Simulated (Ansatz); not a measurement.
Start of a relaxation of B3N2Cl:

```cif
data_structure
_symmetry_space_group_name_H-M 'P 1'
_symmetry_Int_Tables_number 1
_cell_length_a 2.8343
_cell_length_b 2.8343
_cell_length_c 8.4737
_cell_angle_alpha 90.000
_cell_angle_beta 90.000
_cell_angle_gamma 90.000
_cell_volume 68.07
loop_
_atom_site_label
_atom_site_type_symbol
_atom_site_fract_x
_atom_site_fract_y
_atom_site_fract_z
_atom_site_occupancy
B1 B 0.50000 0.50000 0.18374 1
B2 B 0.50000 0.50000 0.50000 1
B3 B 0.50000 0.50000 0.81625 1
N1 N 0.00000 0.00000 0.33426 1
N2 N 0.00000 0.00000 0.66574 1
Cl1 Cl 0.00000 0.00000 0.00000 1
```

All numbers below come from DFT PBE, scalar-relativistic, plane waves, PAW (Ansatz 0.2.0). Cutoff 420 eV, Gaussian smearing, Γ-centred meshes. Cell and atoms relax first on a coarse mesh and then on a finer one. In between, the cell is made exact in the group found at 0.06 Å. In metals the finer mesh still leaves noise of several meV/atom or more. The steps can't lower the symmetry of their start. No spin polarisation in the relaxation; trial moments died out in a coarse test.

A guess keeps its type if space group and coordination stay and the shape of the cell changes little (axis ratios within about 15 %, angles within 6°); the volume may change.

**Question.** Does this structure survive the relaxation?

**Answer.** It doesn't keep its type. The symmetry stays P4/mmm (No. 123). The volume per atom grows by 5.5 %, from 11.3 to 12.0 Å³. The shortest distance goes from 2.38 Å (B–N) to 1.71 Å (B–N). The ratio c/a of the conventional cell changes by a factor of 1.75. Counting neighbours within 15 % of an atom's shortest distance, the start has B 9/10, Cl 14, N 8 and the end B 2/5, Cl 4, N 4. In detail, at the end around B on a site of symmetry 4mm lie 4 N at 1.71 Å and 1 B at 1.75 Å; N has 4 B at 1.71 Å; Cl is surrounded by 4 Cl at 2.39 Å; 1 more site not described.

```
CELL_PARAMETERS angstrom
2.39493 0.00000 0.00000
0.00000 2.39493 0.00000
0.00000 0.00000 12.51752
ATOMIC_POSITIONS crystal
B 0.50000 0.50000 0.36005
B 0.50000 0.50000 0.50000
B 0.50000 0.50000 0.63995
N 0.00000 0.00000 0.34251
N 0.00000 0.00000 0.65749
Cl 0.00000 0.00000 0.00000
```

The last run used a 16×16×4 mesh (in the run's order of axes) for its 6-atom cell and Gaussian smearing of 0.10 eV. Weakly bound directions are ill-defined at this level, which has no dispersion term. Symmetry constrained the relaxation, so the result can be a saddle point. Another cell of B3N2Cl relaxed alike, in P-4m2, lies 0.84 eV/atom lower, so this cell isn't the stable form at this level.

In counts of neighbours, a slash parts the counts of unlike sites.
